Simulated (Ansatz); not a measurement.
Al₂O₃:
```cif
data_Al12O18
_chemical_formula_sum 'Al12 O18'
_space_group_name_H-M_alt 'R-3c :H'
_space_group_IT_number 167
_space_group_name_Hall '-R 3 2"c'
_cell_length_a 4.75768
_cell_length_b 4.75768
_cell_length_c 12.99226
_cell_angle_alpha 90.000
_cell_angle_beta 90.000
_cell_angle_gamma 120.000
loop_
_atom_site_label
_atom_site_type_symbol
_atom_site_symmetry_multiplicity
_atom_site_Wyckoff_symbol
_atom_site_fract_x
_atom_site_fract_y
_atom_site_fract_z
_atom_site_occupancy
Al1 Al 12 c 0.00000 0.00000 0.14816 1
O1 O 18 e 0.30632 0.30632 0.75000 1
```
(The calculation used a cell of 10 atoms; values per cell refer to that cell.)

Relaxed with r²SCAN.

Task: Tabulate the valence density and the electron localisation function along the shortest Al–Al contact (2.65 Å), plane-wave PAW r²SCAN (Ansatz code).

Result: 

```tsv
distance from Al (Å)	density (e/Å³)	ELF
0.26	0.04	0.01
0.40	0.06	0.01
0.53	0.09	0.01
0.66	0.12	0.04
0.79	0.16	0.07
0.93	0.18	0.09
1.06	0.20	0.10
1.19	0.20	0.10
1.32	0.20	0.10
1.46	0.20	0.10
1.59	0.20	0.10
1.72	0.18	0.09
1.85	0.16	0.07
1.98	0.12	0.04
2.12	0.09	0.01
2.25	0.06	0.01
2.38	0.04	0.01
```

The density is the valence pseudo-density with augmentation charge, so density and ELF within about 1 Å of a nucleus are not all-electron values.

Symmetry was held in the r²SCAN relaxation; phonons on a q-mesh show no instability.

Potentials: the earlier of the program's two PAW sets.
